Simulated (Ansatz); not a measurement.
Relaxed-ion elastic tensor of Ta2N (anti-CdI2 type, P-3m1) in GPa (Voigt order), PBE in the plane-wave PAW code Ansatz; density 15.35 g/cm³, 13.55 Å³ per atom.

```
  434    142    219  -45.7    0.0    0.0
  142    434    219   45.7    0.0    0.0
  219    219    420    0.0    0.0    0.0
-45.7   45.7    0.0    124    0.0    0.0
  0.0    0.0    0.0    0.0    124  -45.7
  0.0    0.0    0.0    0.0  -45.7    146
```

Task: Is the crystal mechanically stable?

Result: Yes: the smallest eigenvalue of C is 88.0 GPa.

Task: Work out the Voigt, Reuss and Hill averages.

Result: K_V = 272, K_R = 270, K_H = 271; G_V = 126, G_R = 111, G_H = 119 GPa.

Task: Give Young's modulus, Poisson's ratio, Pugh's ratio and the universal anisotropy index.

Result: E = 9KG/(3K + G) = 311 GPa; ν = 0.31; K/G = 2.28 (ductile by the Pugh limit of 1.75); A_U = 5G_V/G_R + K_V/K_R − 6 = 0.66.

Task: Estimate the sound speeds and the Debye temperature.

Result: v_l = √((K + 4G/3)/ρ) = 5290 m/s, v_t = √(G/ρ) = 2780 m/s, mean 3110 m/s; Θ = (h/k)(3n/4πV)^(1/3) v_m = 388 K.

Task: How much does each axis shrink under pressure?

Result: Linear compressibilities β_i = Σ_j S_ij (j = 1 to 3): x 1.4, y 1.4, z 0.95 per TPa.

The cell was relaxed with PBE under the symmetry of its start; of distortions, only those at the zone centre were tested. No spin polarisation was allowed. The volume moved by 20 % from the start of the relaxation. As this level gives no gap, shear constants depend on the k-mesh and smearing (Fermi–Dirac, 0.1 eV here). Scalar-relativistic: spin–orbit coupling is off unless named, which matters more the heavier the elements.

Potentials: the later of the program's two PAW sets.
